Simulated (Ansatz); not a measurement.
An Ansatz (an electronic-structure program) input:

Ansatz 0.2 input:
```yaml
crystal:
  lattice:
    - [-1.554554683, 1.554554683, 1.554554683]
    - [1.554554683, -1.554554683, 1.554554683]
    - [1.554554683, 1.554554683, -1.554554683]
  atoms:
    - { symbol: Pd, position: [0.0, 0.0, 0.0] }
kpoints:
  mp_grid: { grid: [13, 13, 13] }
  band_path:
    path:
      - [[0.0, 0.0, 0.0], [0.5, -0.5, 0.5], [0.0, 0.0, 0.5], [0.0, 0.0, 0.0], [0.25, 0.25, 0.25], [0.5, -0.5, 0.5]]  # Γ-H-N-Γ-P-H
      - [[0.25, 0.25, 0.25], [0.0, 0.0, 0.5]]  # P-N
    npoints: 12
hamiltonian:
  xc: r2scan
  pseudopotentials: { kind: paw }
magnetization: { noncollinear: true, spin_orbit: true }
scf:
  n_extra_bands: 12
  convergence: { dr2_threshold: 0.0000000001 }
  occupations: { method: gaussian, width: 0.05 }
output: { eigenvalues: true }
```

Q: How many symmetry operations and irreducible k-points will the run report?

A: 48 operations, 84 of 2197 k-points.

Q: With a cutoff of 500 eV, how many plane waves at Γ?

A: 381.

It took very roughly 30 core-seconds on shared server cores.

Space group Im-3m (bcc (W type)). The workflow started from a Materials Project entry (that database holds measured and hypothetical structures alike); the Crystallography Open Database copy checked does not list it. It is not the phase usual at ambient conditions (space group No. 225). The cell was relaxed with r²SCAN under the symmetry of its start. At this level the phase is mechanically unstable. The run is not spin-polarised.

Potentials: the later of the program's two PAW sets.

Ansatz is a plane-wave DFT program.
